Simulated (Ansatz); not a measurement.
Property card for two-dimensional SnSe

SnSe:
```
CELL_PARAMETERS angstrom
      4.15971     0.00000     0.00000
      0.00000     4.54550     0.00000
      0.00000     0.00000    32.00000
ATOMIC_POSITIONS crystal
  Sn 0.00000 0.98803 0.45427
  Sn 0.50000 0.48803 0.54573
  Se 0.00000 0.89770 0.53755
  Se 0.50000 0.39770 0.46245
```
The layer is periodic in x and y and isolated along z.

Method: the program Ansatz at the r²SCAN+D4 level (PAW). Lattice and atoms are relaxed at this level; other levels are named.

**Structure**

| Item | Result |
|---|---|
| In-plane lattice | a = 4.160 Å, b = 4.545 Å |
| Distance between the outermost nuclei | 2.93 Å |
| Exfoliation energy from the relaxed bulk parent | 28 meV/Å² |

**Electronic structure**

| Property | Result |
|---|---|
| Band gap | 1.44 eV (indirect) |
| Valence-band maximum | on the Y–Γ line, 21 % of the way from Y |
| Conduction-band minimum | on the Γ–X line, 82 % of the way from Γ |
| Ionisation potential (Kohn–Sham) | 4.68 eV |
| Electron affinity (Kohn–Sham) | 3.23 eV |
| Electron effective mass, in the valley on the Γ–X line, 82 % of the way from Γ | 0.22 along x, 0.16 along y (mₑ) |
| Hole effective mass, in the valley on the Y–Γ line, 21 % of the way from Y | 0.27 along x, 0.18 along y (mₑ) |
| Electron effective mass with spin–orbit coupling, in the valley on the Γ–X line, 82 % of the way from Γ | 0.22 along x, 0.16 along y (mₑ) |
| Hole effective mass with spin–orbit coupling, in the valley off the standard path, at k = (-0.010, 0.391, 0.000) | 0.24 along x, 0.18 along y (mₑ) |
| Gap with spin–orbit coupling | 1.36 eV |
| HSE06 gap on the r²SCAN+D4 cell | 1.66 eV |
| HSE06 ionisation potential | 4.80 eV |

**Charges**

| Item | Value |
|---|---|
| Bader charges | Sn +0.89, Se -0.89 e |

Space group Pmn2_1 (puckered). A layer that has been made, often on a substrate. Symmetry was held in the r²SCAN+D4 relaxation; whether a distortion lowers the energy is not shown. Spin–orbit coupling is left out wherever it is not named.

Potentials: the later of the program's two PAW sets.
